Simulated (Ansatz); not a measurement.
Si3N4: excitons and shallow donors from band masses and screening

Method: Ansatz, DFT PBEsol, scalar-relativistic, plane waves, PAW.

Plane waves to 420 eV, a k mesh through Γ of 6×6×6 on the computed 14-atom cell and Gaussian smearing (0.02 eV); no spin polarisation.

Relaxed cell: Fd-3m, a = 7.744 Å, b = 7.744 Å, c = 7.744 Å, α = 90.00°, β = 90.00°, γ = 90.00°, 14 atoms in the primitive cell. This form isn't the usual stable structure of the compound.

The calculation gives a Kohn–Sham gap of 3.29 eV, an electron mass of 0.382 mₑ and a hole mass of 0.766 mₑ (harmonic means over x, y, z and over the bands degenerate at each edge), and ε∞ = 5.51 (independent particles, mean of the diagonal).

Question: Estimate the binding energy and radius of a Wannier–Mott exciton and of a shallow donor, and say whether the hydrogenic model can hold.

Answer: The reduced mass is μ = mₙmₕ/(mₙ + mₕ) = 0.255 mₑ, with mₙ and mₕ the band masses. With E_b = 13.606 eV × μ/ε² and a = 0.529 Å × ε/μ (μ in mₑ) the exciton has E_b = 114 meV and a = 11.4 Å. For a donor μ is the electron mass: 171 meV and 7.6 Å. The radius isn't large against the shortest lattice vector (5.48 Å), so the continuum picture is doubtful and the numbers are only a scale. In a polar crystal the ions screen too, so a state bound more weakly than an optical phonon feels the larger static constant, which lowers the energy and widens the orbit. The other way, the small Kohn–Sham gap and the missing local fields make ε∞ too large and the masses tend to be too light, which underbinds. The edges lie at different points of the zone, so the exciton is indirect.

Cost: 4 runs of about 4.1 core-minutes in all, on Intel Xeon Platinum 8488C (Sapphire Rapids) (shared hosts).